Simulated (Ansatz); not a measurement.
NbAs in space group I4_1md (No. 109; Nb on 4a, As on 4a) at seven volumes, PBEsol (plane waves, PAW; program Ansatz), shape and atoms relaxed at each. One row is withheld.

```
V (Å³/atom)  P (GPa)
-----------  -------
15.600         20.16
16.114         12.36
16.628          5.69
17.142          0.00
17.657         -4.86
18.171         -8.99
18.685             ?
```

**Question.** Fit the shown pressures and predict the withheld one.

**Answer.** Third-order Birch–Murnaghan: P = (3/2)B₀(x^(7/2) − x^(5/2))[1 + (3/4)(B′ − 4)(x − 1)] with x = (V₀/V)^(2/3). Least squares on the six rows gives V₀ = 17.143 Å³/atom, B₀ = 174.8 GPa, B′ = 4.26. At V = 18.685, x = 0.9442 and P = -12.54 GPa. The run itself gave -12.51 GPa.

The PBEsol relaxation kept the symmetry of its start. No spin polarisation was allowed.

Potentials: the later of the program's two PAW sets.
